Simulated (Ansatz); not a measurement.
TePb (rock salt), relaxed with HSE06 (Ansatz, a quantum-chemistry and plane-wave program, plane waves, PAW): a = b = c = 6.518 Å, α = β = γ = 90.00°.

- gap (eV): 1.18
- B₀ by P(V) fit (GPa): 42.2

Question: The same phase is relaxed and computed with r²SCAN in the same code. What are the cell and these values now?

Answer: a = b = c = 6.535 Å, α = β = γ = 90.00°.

* **gap (eV)**: 1.09
* **B₀ by P(V) fit (GPa)**: 42.1

All cells were relaxed under the symmetry of their starts (and spin orders); stability against distortions was not tested throughout. Spin–orbit coupling is left out wherever it is not named.

Potentials: the later of the program's two PAW sets.

Ansatz is a plane-wave DFT program.
